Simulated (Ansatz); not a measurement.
# Quadrupolar parameters in Si3N4

The cell is an entry of the Crystallography Open Database (COD), its atoms then relaxed with PBE in this cell.

Space group P6_3/m (No. 176); a = 7.6170, c = 2.9134 Å, γ = 120.00°.

| site | Wyckoff | site symmetry | x | y | z |
| --- | --- | --- | --- | --- | --- |
| Si | 6h | m.. | 0.1740 | 0.7679 | 0.2500 |
| N7 | 2c | -6.. | 0.3333 | 0.6667 | 0.2500 |
| N9 | 6h | m.. | 0.3298 | 0.0300 | 0.2500 |

One atom of each set is listed.

Computed with Ansatz: DFT, LDA, plane waves and PAW, scalar-relativistic, 420 eV cutoff, Γ-centred 4×4×9 k-points, Fermi–Dirac smearing 0.02 eV.

Conventions: |V_zz| ≥ |V_yy| ≥ |V_xx|, η = (V_xx − V_yy)/V_zz, C_Q = eQV_zz/h.

N-14: I = 1, Q = 20.44 mb. Nuclear quadrupole moments: year-2017 set (Pyykkö).

**Question.** Which values are expected at the nuclei?

**Answer.** 

| site | atoms | first shell | V_zz (10²¹ V/m²) | η | C_Q (MHz) |
| --- | --- | --- | --- | --- | --- |
| Si | 6 | 4 N at 1.73–1.74 Å | 0.97 | 0.43 | – |
| N7 | 2 | 3 Si at 1.73 Å | -4.75 | 0.00 | -2.35 |
| N9 | 6 | 3 Si at 1.74 Å | -4.81 | 0.08 | -2.38 |

An axis of threefold or higher order runs through N7, so V_zz lies along it and η is zero. At N9 V_zz stands upright on the plane through its three neighbours (within 3°).

Si has no stable isotope with a ground-state quadrupole moment in the table, so no C_Q is given.

At this cell the principal stresses reach 5 GPa in size with LDA, which can matter for small gradients.

Hardware: 4 threads of Arm Neoverse V1 (aarch64; 8 cores open to the job, memory cap 8.0 GiB, no GPU), a shared host with a load of 0.2 a core. Wall time 3.5 s, CPU time 13 s, peak memory 0.53 GiB.
